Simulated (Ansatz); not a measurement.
Total density of states per atom from r²SCAN in the plane-wave PAW code Ansatz, in 0.25 eV bins, energy from the valence-band maximum:

```
E (eV) | states/eV/atom
    -7.85 |  0.00
    -7.60 |  0.00
    -7.35 |  0.00
    -7.10 |  0.00
    -6.85 |  0.00
    -6.60 |  0.00
    -6.35 |  0.00
    -6.10 |  0.00
    -5.85 |  0.00
    -5.60 |  0.00
    -5.35 |  0.00
    -5.10 |  0.00
    -4.85 |  0.00
    -4.60 |  0.00
    -4.35 |  0.00
    -4.10 |  0.00
    -3.85 |  0.00
    -3.60 |  0.00
    -3.35 |  0.00
    -3.10 |  0.00
    -2.85 |  0.00
    -2.60 |  0.00
    -2.35 |  0.00
    -2.10 |  0.00
    -1.85 |  0.00
    -1.60 | ### 0.25
    -1.35 | ############## 1.34
    -1.10 | ############################## 2.91
    -0.85 | ################## 1.76
    -0.60 | ################## 1.75
    -0.35 | ########################## 2.51
    -0.10 | ############### 1.48
     0.15 |  0.00
     0.40 |  0.00
     0.65 |  0.00
     0.90 |  0.00
     1.15 |  0.00
     1.40 |  0.00
     1.65 |  0.00
     1.90 |  0.00
     2.15 |  0.00
     2.40 |  0.00
     2.65 |  0.00
     2.90 |  0.00
     3.15 |  0.00
     3.40 |  0.00
     3.65 |  0.00
     3.90 |  0.00
     4.15 |  0.00
     4.40 |  0.00
     4.65 |  0.00
     4.90 |  0.00
     5.15 |  0.03
     5.40 |  0.04
     5.65 | # 0.06
     5.90 | # 0.09
     6.15 | ### 0.24
     6.40 | ##### 0.49
     6.65 | ######### 0.83
     6.90 | ########### 1.09
     7.15 | ############### 1.48
     7.40 | ################## 1.73
     7.65 | ############ 1.14
     7.90 | ####### 0.72
     8.15 | ########### 1.08
     8.40 | ############## 1.33
     8.65 | ############## 1.34
     8.90 | ########## 0.94
     9.15 | ######### 0.86
     9.40 | ############# 1.23
     9.65 | ################ 1.59
```

Problem. Which of these materials gives this?
A. BAs, CsCl type
B. RbCaH3, cubic perovskite
C. RbBr, CsCl type
D. MnRh, CsCl type

Solution. C, RbBr, CsCl type. Top 1 eV of the valence band: Br 4p 98 %. Bottom 1 eV of the conduction band: Rb 5s 69 %, Br 4s 20 %. Projections are on Löwdin-orthogonalised atomic valence shells; empty p or d shells of many metals are not among them.

Space group Pm-3m (CsCl type). The first step of the workflow began from a Materials Project structure, measured or hypothetical; the Crystallography Open Database copy checked does not list it. COD files the formula under space group No. 225. Whether it is the stable phase at ambient conditions was not checked. Symmetry was held in the r²SCAN relaxation; whether a distortion lowers the energy is not shown. Spin–orbit coupling is left out wherever it is not named.

Potentials: the later of the program's two PAW sets.
